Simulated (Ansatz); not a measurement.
Input:

SiSnPt5:
```cif
data_Pt5SiSn
_chemical_formula_sum 'Si1 Sn1 Pt5'
_space_group_name_H-M_alt 'P4/mmm'
_space_group_IT_number 123
_space_group_name_Hall '-P 4 2'
_cell_length_a 3.97894
_cell_length_b 3.97894
_cell_length_c 7.03971
_cell_angle_alpha 90.000
_cell_angle_beta 90.000
_cell_angle_gamma 90.000
loop_
_atom_site_label
_atom_site_type_symbol
_atom_site_symmetry_multiplicity
_atom_site_Wyckoff_symbol
_atom_site_fract_x
_atom_site_fract_y
_atom_site_fract_z
_atom_site_occupancy
Si1 Si 1 b 0.00000 0.00000 0.50000 1
Sn1 Sn 1 c 0.50000 0.50000 0.00000 1
Pt1 Pt 4 i 0.00000 0.50000 0.29560 1
Pt2 Pt 1 a 0.00000 0.00000 0.00000 1
```

This is the r²SCAN-relaxed structure.

**Question.** All from r²SCAN in the plane-wave PAW code Ansatz, unless another level is named. Give the electronic character.

**Answer.** metallic (no gap).

**Question.** What about the density of states at the Fermi level?

**Answer.** 0.13 states/eV per atom (mean over ±0.08 eV).

**Question.** Give the formation energy from the elements (no fitted shifts).

**Answer.** -0.58 eV/atom.

The first step of the workflow began from a Materials Project structure, measured or hypothetical; the Crystallography Open Database copy checked does not list it. Its standing as an ambient phase is unchecked. The r²SCAN relaxation kept the symmetry of its start; whether a distortion lowers the energy is not shown. The run is not spin-polarised. The references are the lowest solids computed at this level, not always the standard phases. Scalar-relativistic: spin–orbit coupling is off unless named, which matters more the heavier the elements.

Potentials: the later of the program's two PAW sets.
